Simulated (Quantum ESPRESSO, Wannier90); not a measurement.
Wannierisation of Mg2Ge (anti-fluorite)

```
begin unit_cell_cart
ang
    0.0000000000    3.1842950000    3.1842950000
    3.1842950000    0.0000000000    3.1842950000
    3.1842950000    3.1842950000    0.0000000000
end unit_cell_cart
begin atoms_frac
Mg  -0.2500000000 -0.2500000000 -0.2500000000
Mg   0.2500000000  0.2500000000  0.2500000000
Ge   0.0000000000  0.0000000000  0.0000000000
end atoms_frac
```

Materials Project entry mp-408; symmetrised, unrelaxed at this level. COD (Crystallography Open Database) has an entry of this formula and space group (matched by these alone). Method: LDA plane waves in Quantum ESPRESSO 7.5 (PseudoDojo norm-conserving files, 68 Ry, no spin polarisation, no spin-orbit coupling), Bloch states on a 8×8×8 mesh through Γ, Wannier90 4.0.1. Density: 8×8×8 mesh, cold smearing 0.01 Ry. Spin-orbit coupling, left out, would split the p-like bands by a few tenths of an eV. The gap is small at this level and was sampled on the meshes and a path alone.

Band 14 is isolated and gives one Wannier function a cell (Ge3 4s 74 %, Mg1 3s 12 %, Mg2 3s 12 %; spread 2.23 Å²). Its on-site energy is ε = -8.639 eV relative to the valence-band maximum, and its hoppings t(R) = t(−R) to the nearer images are (images within this range that aren't listed have |t| under 5 meV):

```json
[
 {"R (lattice vectors; −R alike)": "0 0 1", "distance (Å)": "4.50", "t (eV)": "-0.117"},
 {"R (lattice vectors; −R alike)": "0 1 -1", "distance (Å)": "4.50", "t (eV)": "-0.117"},
 {"R (lattice vectors; −R alike)": "0 1 0", "distance (Å)": "4.50", "t (eV)": "-0.117"},
 {"R (lattice vectors; −R alike)": "1 -1 0", "distance (Å)": "4.50", "t (eV)": "-0.117"},
 {"R (lattice vectors; −R alike)": "1 0 -1", "distance (Å)": "4.50", "t (eV)": "-0.117"},
 {"R (lattice vectors; −R alike)": "1 0 0", "distance (Å)": "4.50", "t (eV)": "-0.117"},
 {"R (lattice vectors; −R alike)": "0 1 -2", "distance (Å)": "7.80", "t (eV)": "0.008"},
 {"R (lattice vectors; −R alike)": "0 1 1", "distance (Å)": "7.80", "t (eV)": "0.008"},
 {"R (lattice vectors; −R alike)": "0 2 -1", "distance (Å)": "7.80", "t (eV)": "0.008"},
 {"R (lattice vectors; −R alike)": "1 -2 0", "distance (Å)": "7.80", "t (eV)": "0.008"},
 {"R (lattice vectors; −R alike)": "1 -2 1", "distance (Å)": "7.80", "t (eV)": "0.008"},
 {"R (lattice vectors; −R alike)": "1 0 -2", "distance (Å)": "7.80", "t (eV)": "0.008"},
 {"R (lattice vectors; −R alike)": "1 0 1", "distance (Å)": "7.80", "t (eV)": "0.008"},
 {"R (lattice vectors; −R alike)": "1 1 -2", "distance (Å)": "7.80", "t (eV)": "0.008"},
 {"R (lattice vectors; −R alike)": "1 1 0", "distance (Å)": "7.80", "t (eV)": "0.008"},
 {"R (lattice vectors; −R alike)": "2 -1 -1", "distance (Å)": "7.80", "t (eV)": "0.008"},
 {"R (lattice vectors; −R alike)": "2 -1 0", "distance (Å)": "7.80", "t (eV)": "0.008"},
 {"R (lattice vectors; −R alike)": "2 0 -1", "distance (Å)": "7.80", "t (eV)": "0.008"}
]
```

### Question
Work out the band energy at Γ, X, U, K from these numbers.

### Answer
For one orbital E(k) = ε + Σ_R 2 t(R) cos(2π k·R), the sum over the listed R.
- Γ, k = (0.000, 0.000, 0.000): E = -8.639 + (-0.117)·(12.00) + (0.008)·(24.00) = -9.85 eV; pw.x: -9.82 eV
- X, k = (0.500, 0.000, 0.500): E = -8.639 + (-0.117)·(-4.00) + (0.008)·(-8.00) = -8.23 eV; pw.x: -8.14 eV
- U, k = (0.625, 0.250, 0.625): E = -8.639 + (-0.117)·(-3.66) + (0.008)·(4.00) = -8.18 eV; pw.x: -8.16 eV
- K, k = (0.375, 0.375, 0.750): E = -8.639 + (-0.117)·(-3.66) + (0.008)·(4.00) = -8.18 eV; pw.x: -8.16 eV

At these points the listed shells miss the plane-wave band by up to 0.10 eV, of a width of 1.72 eV on the path. With all its hoppings the model misses the band by 0.4 meV at worst on the whole path, so most of the miss comes from the hoppings not listed.
